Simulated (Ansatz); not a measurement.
This run works on a proposed trial structure, not on a known crystal.

Input and command of a plane-wave DFT calculation in Ansatz:

```yaml
crystal:
  lattice:
    - [3.6710008771, 0.0, 0.0]
    - [0.0, 3.6710008771, 0.0]
    - [0.0, 0.0, 17.4013415362]
  atoms:
    - { symbol: La, position: [0.0, 0.5, 0.922676782] }
    - { symbol: La, position: [0.5, 0.0, 0.077323218] }
    - { symbol: La, position: [0.0, 0.5, 0.2720715061] }
    - { symbol: La, position: [0.5, 0.0, 0.7279284939] }
    - { symbol: Ta, position: [0.5, 0.0, 0.3862525082] }
    - { symbol: Ta, position: [0.5, 0.0, 0.5426542313] }
    - { symbol: Ta, position: [0.0, 0.5, 0.6137474918] }
    - { symbol: Ta, position: [0.0, 0.5, 0.4573457687] }
    - { symbol: O, position: [0.5, 0.5, 0.0] }
    - { symbol: O, position: [0.0, 0.0, 0.0] }
basis:
  ecutwfc: 420
kpoints:
  mp_grid: { grid: [8, 8, 2] }
hamiltonian:
  xc: pbe
scf:
  occupations: { method: gaussian, width: 0.1 }
output:
  forces: true
  stress: true
  eigenvalues: true
relax:
  adjacent_minimum: "off"
  f_tol: 0.01
  max_steps: 30
  cell: { stress_tol: 0.1, fix: [volume] }
```

```bash
ansatz run input.yaml --threads 1 --pin off --max-ram 2560MiB --backend cpu --events-out ev --progress --plain --runs-dir out
```

Processor: Intel(R) Xeon(R) Platinum 8259CL CPU @ 2.50GHz (Skylake/Cascade Lake), 1 thread, on a host shared with other jobs.

Question: How long does it run, and how much memory does it take?

Answer: About 3.5 min, peak memory 0.77 GiB. It solves 65 bands at 30 k points (after reduction by symmetry) with about 4585 plane waves, in 56 SCF iterations over 6 ionic steps.
